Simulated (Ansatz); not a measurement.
Density of states of Si3N4 (P6_3/m, a = 7.619 Å, b = 7.619 Å, c = 2.911 Å, α = 90.00°, β = 90.00°, γ = 120.00°), in states per eV and primitive cell, averaged over bins of 0.5 eV. Method: Ansatz 0.2.0, DFT PBE+D3(BJ), scalar-relativistic, plane waves, PAW.

Cutoff 420 eV; k points 6×6×8 on the computed 14-atom cell (Γ-centred); Gaussian smearing, width 0.02 eV; no spin polarisation.

The cell is relaxed at this level. The states (both spins) are summed by tetrahedra on a 9×9×12 mesh at the self-consistent density. Energies are bin centres; the table starts no lower than −8 eV and ends at 6 eV, or lower where the solved bands end.

The gap is 4.31 eV at this level, with the zero inside it.

```tsv
E − E_F (eV)	total	N 2p	Si 3p	N 2s	Si 3s
-7.80	5.69	3.90	1.36	0.18	0.20
-7.30	7.27	5.17	1.72	0.16	0.14
-6.80	8.97	6.63	1.85	0.22	0.15
-6.30	6.28	4.83	1.16	0.13	0.08
-5.80	4.76	3.82	0.72	0.08	0.05
-5.30	6.15	5.19	0.67	0.13	0.03
-4.80	3.58	3.09	0.27	0.10	0.02
-4.30	3.79	3.29	0.25	0.13	0.02
-3.80	8.70	7.94	0.31	0.13	0.05
-3.30	7.24	6.66	0.26	0.10	0.03
-2.80	3.80	3.55	0.13	0.03	0.00
-2.30	1.59	1.51	0.04	0.00	0.00
-1.80	0.00	0.00	0.00	0.00	0.00
-1.30	0.00	0.00	0.00	0.00	0.00
-0.80	0.00	0.00	0.00	0.00	0.00
-0.30	0.00	0.00	0.00	0.00	0.00
0.20	0.00	0.00	0.00	0.00	0.00
0.70	0.00	0.00	0.00	0.00	0.00
1.20	0.00	0.00	0.00	0.00	0.00
1.70	0.00	0.00	0.00	0.00	0.00
2.20	0.09	0.00	0.04	0.01	0.02
2.70	4.14	0.22	1.88	0.76	0.51
3.20	6.13	0.44	3.01	0.93	0.58
3.70	5.87	0.58	2.84	0.83	0.55
4.20	6.08	0.66	2.89	0.92	0.50
4.70	6.26	0.67	2.91	0.91	0.51
5.20	7.04	0.97	2.83	0.86	0.97
5.70	7.03	1.09	2.95	0.68	0.89
```

The columns after the total are the Löwdin projections on the occupied valence shells of the potentials. The rest of the total lies in shells that are empty in the free atom, which aren't projected, and between the atoms.